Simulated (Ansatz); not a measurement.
Crystals of one structure type (CsCl type) and one family of elements, relaxed and computed with PBEsol in the plane-wave PAW code Ansatz.

```
crystal  V (Å³/atom)  K_Hill (GPa)
-------  -----------  ------------
ScZn           17.99          83.2
LuZn           20.18          74.8
YZn            21.82          66.6
LaZn           25.10             ?
LaHg           28.24          58.1
```

Question: Fit a straight line to ln K against ln V and predict the withheld value.

Answer: Least squares on the 4 shown rows: ln K = -0.79 × ln V + (6.682), with a scatter of 3 %. For LaZn this gives 62.5. The run itself gave 52.8, outside the scatter: the line misses something about this case.

Standing as an ambient phase not checked: ScZn, CsCl type; LuZn, CsCl type; YZn, CsCl type; LaZn, CsCl type; LaHg, CsCl type. All cells were relaxed under the symmetry of their starts (and spin orders); stability against distortions was not tested throughout. Rows with no word on spin ran without spin polarisation. Spin–orbit coupling is left out wherever it is not named.

Potentials: the later of the program's two PAW sets.
